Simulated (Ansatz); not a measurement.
Relaxed-ion elastic tensor of SnPd$_{3}$ (Cu3Au type, space group No. 221) in GPa (Voigt order), plane-wave PAW LDA (Ansatz code); density 11.91 g/cm³, 15.27 Å³ per atom.

```
 268   161   161   0.0   0.0   0.0
 161   268   161   0.0   0.0   0.0
 161   161   268   0.0   0.0   0.0
 0.0   0.0   0.0  87.3   0.0   0.0
 0.0   0.0   0.0   0.0  87.3   0.0
 0.0   0.0   0.0   0.0   0.0  87.3
```

Question: Is the crystal mechanically stable?

Answer: Yes: the smallest eigenvalue of C is 87.3 GPa.

Question: Work out the Voigt, Reuss and Hill averages.

Answer: K_V = 196, K_R = 196, K_H = 196; G_V = 73.8, G_R = 69.8, G_H = 71.8 GPa.

Question: Give Young's modulus, Poisson's ratio, Pugh's ratio and the universal anisotropy index.

Answer: E = 9KG/(3K + G) = 192 GPa; ν = 0.34; K/G = 2.73 (ductile by the Pugh limit of 1.75); A_U = 5G_V/G_R + K_V/K_R − 6 = 0.29.

Question: Estimate the sound speeds and the Debye temperature.

Answer: v_l = √((K + 4G/3)/ρ) = 4950 m/s, v_t = √(G/ρ) = 2460 m/s, mean 2760 m/s; Θ = (h/k)(3n/4πV)^(1/3) v_m = 331 K.

Question: Give the Zener ratio and Young's modulus along [100], [110] and [111].

Answer: A = 2C44/(C11 − C12) = 1.62; 1/E = S11 − 2(S11 − S12 − S44/2)Γ with Γ = 0, 1/4, 1/3 gives 148, 201, 228 GPa.

Space group Pm-3m (Cu3Au type). The workflow started from a Materials Project entry (that database holds measured and hypothetical structures alike); the Crystallography Open Database files this formula in space group No. 221, but the cells were not matched. Its standing as an ambient phase is unchecked. The LDA relaxation kept the symmetry of its start; of distortions, only those at the zone centre were tested. The run is not spin-polarised. As this level gives no gap, shear constants depend on the k-mesh and smearing (Fermi–Dirac, 0.1 eV here). Spin–orbit coupling is left out wherever it is not named.

Potentials: the later of the program's two PAW sets.
